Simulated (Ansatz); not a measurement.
Here is the system:

Starting cell, Cu (fcc, Cu type):

```
Cu
1.0
    0.00000     3.62969     3.62969
    1.81485     0.00000     1.81485
    1.81485     1.81485     0.00000
Cu
2
Cartesian
  0.00000   0.00000   0.00000
  1.81485   1.81485   3.62969
```

The atoms are displaced by Q × the pattern below (from a DFPT mode at L = (0.5, 0.0, 0.0), largest move 1; Q in Å), at fixed cell. It is one choice among 2 degenerate patterns. (q is in reciprocal vectors of the primitive cell; the cell shown is doubled to hold the pattern.)

| atom | x | y | z |
|---|---|---|---|
| Cu1 | -0.285 | 0.520 | -0.805 |
| Cu2 | 0.285 | -0.520 | 0.805 |

All values below come from PBE (plane waves to 420 eV, PAW, scalar-relativistic; Ansatz, a first-principles code). k mesh 11×22×22 (Γ-centred), Fermi-Dirac smearing 0.05 eV. The energy includes the smearing's −TS. With partly filled bands, energies and forces of such displacements shift with the k mesh and the smearing. Cu is run without spin polarisation. Cu was relaxed with its symmetry unable to fall. The zero of ΔE is the undisplaced structure.

The scan covers Q from -0.180 to 0.180 Å in 13 points.

**Question.** Which space group does the distorted structure have?

**Answer.** P-1 (No. 2), lowered from Fm-3m.

**Question.** What is the energy change at Q = 0.180 Å?

**Answer.** 93 meV/cell.

**Question.** What harmonic wavenumber does the curvature at Q = 0 give?

**Answer.** 113 cm⁻¹.

(A displaced cell: forces are minus the slopes of the energy, force constants its curvatures, and phonons follow from these.)
